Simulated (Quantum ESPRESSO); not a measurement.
TiW3Ta2Cu2, one composition in several site orders

Simulated, not a measurement. The program is pw.x of Quantum ESPRESSO 7.5 (plane-wave density functional theory). The cell is made up: eight metal atoms on a hexagonal close-packed lattice, with elements, volume, strain and displacements drawn at random and not relaxed, so it may be unstable or far from any real phase. PseudoDojo standard norm-conserving files set the functional (PBE unless stated); there is no spin polarisation or spin-orbit coupling, the Fermi-Dirac width of 0.25 eV means electrons at about 2900 K, and the masses in the input are unused placeholders. The copper pseudopotential is less sure than most, with forces differing by about three percent and pressure by about two GPa from a second method on plain copper. Heavy elements are run without spin-orbit coupling, which real alloys of them have. A spin test at this wide smearing found no moment, but such smearing suppresses magnetism that the real alloy may have.

The runs put one composition on the sites in different orders. Cell, positions, cutoff, mesh and smearing stay as in the input of run 1; sites are counted in its order. Stress in the tables is positive in tension.

Input of run 1:

```
&control calculation='scf', pseudo_dir='./dojo.nc.sr.pbe.v0_5.standard.upf', outdir='./o', disk_io='minimal', tprnfor=.true., tstress=.true. /
&system ibrav=0, nat=8, ntyp=4, nbnd=75, ecutwfc=92.02030273, nosym=.true., tot_charge=0,
 occupations='smearing', smearing='fd', degauss=0.0183746611
/
&electrons conv_thr=1.470e-08, electron_maxstep=70, mixing_beta=0.5 /
ATOMIC_SPECIES
Cu 1.0 Cu.upf
Ta 1.0 Ta.upf
Ti 1.0 Ti.upf
W 1.0 W.upf
CELL_PARAMETERS angstrom
-0.0087 -0.0095 -4.5599
-0.0505 4.6658 0.0099
5.4257 -0.0583 0.0105
ATOMIC_POSITIONS angstrom
Ti 0.029 -0.0219 -0.0207
W 2.6529 -0.0139 -0.0049
W 1.3038 2.3142 0.0429
Ta 4.0154 2.3053 0.0252
Cu -0.0211 1.5804 -2.2533
W 2.6798 1.4655 -2.2229
Ta 1.2474 3.8731 -2.2314
Cu 4.0288 3.8941 -2.2512
K_POINTS automatic
5 5 4 1 1 1
```

| run | elements on sites 1 to 8 | free energy less that of run 1 (eV) | -TS (eV) | pressure (GPa) | stress xx (GPa) | stress yy (GPa) | stress zz (GPa) | stress yz (GPa) | stress xz (GPa) | stress xy (GPa) | iterations |
| --- | --- | --- | --- | --- | --- | --- | --- | --- | --- | --- | --- |
| 1 | Ti W W Ta Cu W Ta Cu | 0.000 | -1.541 | 27.34 | -27.53 | -30.13 | -24.36 | -0.40 | -0.07 | -1.14 | 21 |
| 2 | W Ta Ta Ti W W Cu Cu | 0.249 | -1.491 | 25.71 | -24.34 | -31.37 | -21.42 | 0.39 | 0.09 | -1.56 | 20 |
| 3 | W Cu Ta Ti W Cu W Ta | -0.358 | -1.508 | 27.55 | -32.11 | -23.41 | -27.13 | -0.23 | -0.25 | -0.40 | 20 |
| 4 | W W Ti Ta Ta Cu W Cu | 0.059 | -1.506 | 26.78 | -28.15 | -28.94 | -23.27 | 0.25 | 0.24 | -0.59 | 22 |
| 5 | Cu Cu Ti W Ta W W Ta | -0.008 | -1.457 | 26.77 | -27.19 | -31.97 | -21.15 | 0.23 | 0.15 | -0.29 | 20 |
| 6 | Ti Ta W Ta W Cu W Cu | 0.100 | -1.555 | 26.38 | -28.03 | -28.85 | -22.28 | -0.04 | -0.09 | -1.93 | 22 |

Forces Fx Fy Fz (eV/Å):

| site | run 1 | run 2 | run 3 | run 4 | run 5 | run 6 |
| --- | --- | --- | --- | --- | --- | --- |
| 1 | -1.60 1.29 0.40 | -1.48 0.02 0.37 | -0.75 -0.21 0.72 | -1.05 0.22 0.62 | -0.11 0.15 0.44 | -1.05 -0.07 0.43 |
| 2 | 1.09 -0.67 0.65 | 1.71 -0.82 0.46 | 0.84 0.29 0.26 | 1.14 0.42 0.53 | 0.08 -0.15 0.42 | 1.44 0.49 0.58 |
| 3 | 0.03 -0.32 0.18 | -0.11 0.35 0.19 | 1.29 -0.43 0.22 | 0.84 -0.89 0.11 | 0.58 0.09 0.07 | 0.01 -0.53 0.14 |
| 4 | 1.25 0.82 0.25 | 0.22 0.39 0.23 | -0.52 -0.66 0.15 | -0.86 0.67 0.14 | -0.32 -0.84 0.21 | 0.01 0.61 0.14 |
| 5 | -0.81 -0.29 -0.10 | -0.71 -0.72 -0.16 | -0.54 1.25 -0.32 | -0.70 -0.50 -0.30 | 0.27 0.04 -0.16 | -0.43 -0.51 -0.22 |
| 6 | 0.26 0.33 -0.46 | 0.28 1.45 -0.58 | 0.16 0.38 -0.19 | 0.34 0.51 -0.37 | -0.48 1.05 -0.40 | 0.40 0.52 -0.40 |
| 7 | -0.24 -0.95 -0.75 | 0.15 0.01 -0.36 | 1.41 -0.33 -0.46 | 1.39 -0.04 -0.56 | 1.24 -0.01 -0.31 | 0.31 -0.30 -0.51 |
| 8 | 0.02 -0.22 -0.16 | -0.06 -0.68 -0.16 | -1.88 -0.28 -0.39 | -1.09 -0.39 -0.17 | -1.28 -0.33 -0.26 | -0.69 -0.20 -0.16 |

The sites are displaced and not relaxed, so the energy differences mix bonding between neighbours with strain and are not ordering energies. A rerun of one cell of this series at a higher cutoff and on a denser mesh moved values by no more than 0.012 eV in energy, 0.21 GPa in stress and 0.018 eV/Å in force, and a second program with other atomic files agreed on that cell to 2 % rms in force and 0.5 GPa in pressure.